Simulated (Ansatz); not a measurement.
MgAu: levels along high-symmetry lines

```
Mg Au
1.0
     3.25900    0.00000    0.00000
     0.00000    3.25900    0.00000
     0.00000    0.00000    3.25900
Mg Au
1 1
Direct
  0.50000 0.50000 0.50000
  0.00000 0.00000 0.00000
```

Atoms are numbered in the order listed.

The cell comes from COD entry 9008804, which wasn't checked; take it as a given geometry.

No spin–orbit coupling, which matters for the heavy atoms here.

The calculation used Ansatz 0.2.0, DFT, LDA, all-electron LAPW, scalar-relativistic.

Numerical set-up: a Γ-centred 13×13×13 k mesh, Fermi–Dirac smearing of 0.05 eV, basis error target 0.25 meV/atom, no spin polarisation.

Points in fractions of the reciprocal vectors of this cell: Γ (0, 0, 0), X (0, 0.5, 0), M (0.5, 0.5, 0), R (0.5, 0.5, 0.5). The path joins them by straight lines in the order Γ–X–M–Γ–R–X–R–M; legs that retrace an earlier one aren't tabulated. Energies are in eV from the Fermi level.

Problem. Metal or insulator at this level of theory?

Solution. No gap opens: metallic or semimetallic.

Problem. Tabulate bands 23 to 29, counted from the lowest band of the run, along the path.

Solution. 
| k (1/Å) | point | band 23 | band 24 | band 25 | band 26 | band 27 | band 28 | band 29 |
| --- | --- | --- | --- | --- | --- | --- | --- | --- |
| 0.00 | Γ | -5.78 | -4.00 | -4.00 | -4.00 | 5.39 | 5.39 | 5.39 |
| 0.14 |  | -5.74 | -4.04 | -4.04 | -4.00 | 4.66 | 5.50 | 5.50 |
| 0.28 |  | -5.62 | -4.15 | -4.15 | -3.98 | 3.26 | 5.82 | 5.82 |
| 0.41 |  | -5.44 | -4.29 | -4.29 | -3.97 | 1.76 | 6.32 | 6.32 |
| 0.55 |  | -5.19 | -4.45 | -4.45 | -3.95 | 0.32 | 6.95 | 6.95 |
| 0.69 |  | -4.88 | -4.58 | -4.58 | -3.93 | -0.97 | 7.63 | 7.63 |
| 0.83 |  | -4.67 | -4.67 | -4.51 | -3.91 | -2.03 | 7.63 | 8.25 |
| 0.96 | X | -4.70 | -4.70 | -4.26 | -3.91 | -2.52 | 7.56 | 8.53 |
| 1.10 |  | -4.98 | -4.70 | -3.95 | -3.94 | -2.52 | 7.44 | 7.77 |
| 1.24 |  | -5.34 | -4.68 | -4.05 | -3.43 | -2.50 | 6.31 | 7.04 |
| 1.38 |  | -5.09 | -4.66 | -4.19 | -2.89 | -2.46 | 4.72 | 6.34 |
| 1.51 |  | -4.64 | -4.64 | -4.34 | -2.39 | -2.34 | 3.15 | 5.51 |
| 1.65 |  | -4.61 | -4.47 | -4.03 | -2.25 | -1.83 | 1.66 | 4.75 |
| 1.79 |  | -4.60 | -4.56 | -3.47 | -1.87 | -1.45 | 0.30 | 4.19 |
| 1.93 | M | -4.59 | -4.59 | -3.27 | -1.30 | -1.30 | -0.61 | 3.98 |
| 2.12 |  | -4.57 | -4.56 | -3.59 | -2.58 | -0.87 | 0.52 | 4.43 |
| 2.32 |  | -4.51 | -4.48 | -4.17 | -3.90 | 0.05 | 1.45 | 5.75 |
| 2.51 |  | -4.73 | -4.61 | -4.40 | -4.37 | 1.14 | 2.07 | 7.46 |
| 2.71 |  | -5.18 | -4.61 | -4.28 | -4.24 | 2.35 | 2.75 | 7.31 |
| 2.90 |  | -5.51 | -4.31 | -4.14 | -4.12 | 3.60 | 3.66 | 6.27 |
| 3.10 |  | -5.71 | -4.08 | -4.04 | -4.03 | 4.75 | 4.78 | 5.61 |
| 3.29 | Γ | -5.78 | -4.00 | -4.00 | -4.00 | 5.39 | 5.39 | 5.39 |
| 3.53 |  | -5.70 | -4.08 | -4.07 | -4.07 | 4.83 | 4.88 | 4.88 |
| 3.77 |  | -5.47 | -4.31 | -4.28 | -4.28 | 4.00 | 4.00 | 4.02 |
| 4.01 |  | -5.13 | -4.57 | -4.57 | -4.52 | 3.25 | 3.25 | 3.56 |
| 4.25 |  | -5.16 | -4.45 | -4.45 | -4.17 | 2.74 | 2.74 | 3.45 |
| 4.48 |  | -5.51 | -3.92 | -3.92 | -2.53 | 2.38 | 2.38 | 3.58 |
| 4.72 |  | -5.77 | -3.43 | -3.43 | -0.23 | 2.11 | 2.11 | 3.69 |
| 4.96 | R | -5.87 | -3.22 | -3.22 | 1.99 | 1.99 | 1.99 | 2.48 |
| 5.16 |  | -5.78 | -3.43 | -3.30 | 0.38 | 1.53 | 2.35 | 3.81 |
| 5.35 |  | -5.54 | -3.89 | -3.62 | -1.12 | 0.49 | 3.29 | 4.53 |
| 5.55 |  | -5.26 | -4.41 | -4.24 | -1.97 | -0.69 | 4.55 | 4.98 |
| 5.74 |  | -5.19 | -4.87 | -4.47 | -2.32 | -1.82 | 5.58 | 5.92 |
| 5.93 |  | -5.21 | -4.95 | -4.20 | -2.84 | -2.46 | 6.50 | 7.00 |
| 6.13 |  | -5.09 | -4.77 | -3.99 | -3.71 | -2.51 | 7.37 | 7.70 |
| 6.32 | X | -4.70 | -4.70 | -4.26 | -3.91 | -2.52 | 7.56 | 8.53 |
| 7.69 | R | -5.87 | -3.22 | -3.22 | 1.99 | 1.99 | 1.99 | 2.48 |
| 7.83 |  | -5.83 | -3.37 | -3.23 | 1.12 | 1.76 | 1.76 | 3.67 |
| 7.96 |  | -5.69 | -3.76 | -3.23 | 0.38 | 1.21 | 1.21 | 4.45 |
| 8.10 |  | -5.48 | -4.29 | -3.24 | -0.08 | 0.54 | 0.54 | 4.28 |
| 8.24 |  | -5.21 | -4.83 | -3.25 | -0.35 | -0.13 | -0.13 | 4.15 |
| 8.38 |  | -4.93 | -4.93 | -3.26 | -0.72 | -0.72 | -0.50 | 4.06 |
| 8.51 |  | -4.69 | -4.69 | -3.26 | -1.14 | -1.14 | -0.59 | 4.00 |
| 8.65 | M | -4.59 | -4.59 | -3.27 | -1.30 | -1.30 | -0.61 | 3.98 |
